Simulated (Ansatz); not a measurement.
## Ru (simple cubic): energy against volume

Computed with Ansatz, DFT, r2SCAN, plane waves (500 eV) with PAW, scalar-relativistic. (PAW data from PBE, frozen cores regenerated.)

The cell is scaled uniformly from the relaxed one, with fractional coordinates and shape fixed. Energies are extrapolated to zero smearing, pressures are those at the given smearing. Magnetic state: non-magnetic.

A Birch-Murnaghan fit gives V₀ = 15.45 Å³/atom, B₀ = 239 GPa, B₀′ = 4.7.

Question: What are the energy above the minimum and the pressure at 14.210 Å³/atom?

Answer: 87.4 meV/atom and 24.52 GPa as computed.

Question: What are the energy above the minimum and the pressure at 14.828 Å³/atom?

Answer: 20.3 meV/atom and 10.97 GPa as computed.

Question: What are the energy above the minimum and the pressure at 16.682 Å³/atom?

Answer: 63.3 meV/atom and -15.26 GPa as computed.
